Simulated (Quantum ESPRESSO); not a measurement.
## Band energies of BaAlGeH at -0.7 % isotropic strain

```
CELL_PARAMETERS angstrom
      4.29985     0.00000     0.00000
     -2.14992     3.72378     0.00000
      0.00000     0.00000     5.04541
ATOMIC_POSITIONS crystal
  H  0.00000 0.00000 0.98003
  Al 0.00000 0.00000 0.63574
  Ge 0.66667 0.33333 0.55244
  Ba 0.33333 0.66667 0.09779
```

PBEsol (Quantum ESPRESSO, PseudoDojo norm-conserving, 78 Ry, without SOC); path ΓMKΓALHA,LM,KH; energies in eV from the valence-band maximum.

| k (1/Å) | point | band 10 | band 11 | band 12 | band 13 | band 14 | band 15 | band 16 | band 17 |
|---|---|---|---|---|---|---|---|---|---|
| 0.00 | Γ | -9.46 | -4.24 | -0.75 | -0.58 | -0.58 | 1.13 | 3.25 | 3.25 |
| 0.24 |  | -9.18 | -4.39 | -1.48 | -0.72 | -0.70 | 1.86 | 2.89 | 3.30 |
| 0.60 |  | -8.14 | -5.36 | -2.80 | -1.09 | -0.64 | 1.05 | 2.57 | 3.24 |
| 0.84 | M | -7.65 | -5.89 | -3.09 | -1.20 | -0.62 | 0.76 | 2.53 | 3.12 |
| 1.21 |  | -7.46 | -5.61 | -3.17 | -2.56 | -0.73 | 1.12 | 2.80 | 3.97 |
| 1.33 | K | -7.41 | -5.57 | -3.28 | -2.62 | -0.78 | 1.14 | 2.94 | 3.82 |
| 1.44 |  | -7.47 | -5.57 | -3.18 | -2.59 | -0.75 | 1.16 | 2.76 | 4.00 |
| 1.76 |  | -8.33 | -5.04 | -2.45 | -1.79 | -0.61 | 1.92 | 2.16 | 3.07 |
| 1.98 |  | -8.98 | -4.52 | -1.80 | -0.97 | -0.69 | 2.21 | 2.53 | 3.07 |
| 2.30 | Γ | -9.46 | -4.24 | -0.75 | -0.58 | -0.58 | 1.13 | 3.25 | 3.25 |
| 2.62 |  | -8.96 | -4.75 | -0.44 | -0.40 | -0.40 | 1.38 | 2.31 | 2.31 |
| 2.82 |  | -8.48 | -5.24 | -0.21 | -0.21 | -0.07 | 1.48 | 1.89 | 1.89 |
| 2.93 | A | -8.40 | -5.32 | -0.18 | -0.18 | 0.00 | 1.45 | 1.84 | 1.84 |
| 3.14 |  | -8.37 | -5.13 | -1.46 | -0.60 | -0.29 | 1.68 | 2.39 | 2.63 |
| 3.35 |  | -8.27 | -4.83 | -2.80 | -1.21 | -0.77 | 1.63 | 3.12 | 3.33 |
| 3.67 |  | -8.06 | -5.24 | -3.34 | -1.74 | -0.82 | 1.67 | 3.78 | 4.58 |
| 3.77 | L | -8.03 | -5.32 | -3.35 | -1.78 | -0.79 | 1.68 | 3.78 | 4.51 |
| 3.87 |  | -8.01 | -5.36 | -3.32 | -1.84 | -0.76 | 1.86 | 3.78 | 4.54 |
| 4.16 |  | -7.79 | -5.82 | -3.08 | -2.22 | -0.50 | 3.38 | 3.58 | 4.78 |
| 4.26 | H | -7.75 | -5.89 | -3.05 | -2.25 | -0.46 | 3.31 | 3.84 | 4.73 |
| 4.36 |  | -7.79 | -5.81 | -3.08 | -2.22 | -0.51 | 3.38 | 3.68 | 4.68 |
| 4.65 |  | -8.12 | -5.00 | -3.20 | -1.80 | -0.80 | 2.52 | 3.47 | 3.83 |
| 4.94 |  | -8.34 | -4.99 | -2.02 | -0.97 | -0.41 | 1.79 | 2.72 | 2.77 |
| 5.14 |  | -8.39 | -5.28 | -0.62 | -0.30 | -0.02 | 1.60 | 2.00 | 2.08 |
| 5.23 | A | -8.40 | -5.32 | -0.18 | -0.18 | 0.00 | 1.45 | 1.84 | 1.84 |
| 5.23 | L | -8.03 | -5.32 | -3.35 | -1.78 | -0.79 | 1.68 | 3.78 | 4.51 |
| 5.34 |  | -8.00 | -5.37 | -3.30 | -1.74 | -0.78 | 1.50 | 4.02 | 4.19 |
| 5.54 |  | -7.84 | -5.66 | -3.10 | -1.51 | -0.72 | 0.87 | 3.12 | 3.99 |
| 5.86 | M | -7.65 | -5.89 | -3.09 | -1.20 | -0.62 | 0.76 | 2.53 | 3.12 |
| 5.86 | K | -7.41 | -5.57 | -3.28 | -2.62 | -0.78 | 1.14 | 2.94 | 3.82 |
| 5.94 |  | -7.43 | -5.59 | -3.24 | -2.66 | -0.77 | 1.26 | 3.00 | 3.86 |
| 6.21 |  | -7.62 | -5.76 | -2.93 | -2.70 | -0.59 | 2.73 | 3.78 | 4.12 |
| 6.48 | H | -7.75 | -5.89 | -3.05 | -2.25 | -0.46 | 3.31 | 3.84 | 4.73 |

The PBEsol gap is 0.67 eV; at least one edge lies off the plotted path, at a point of the SCF mesh. The smallest direct gap is 1.22 eV.

Spin-orbit splittings are left out.

Geometry strained from the cell relaxed with PBEsol, atoms relaxed again.
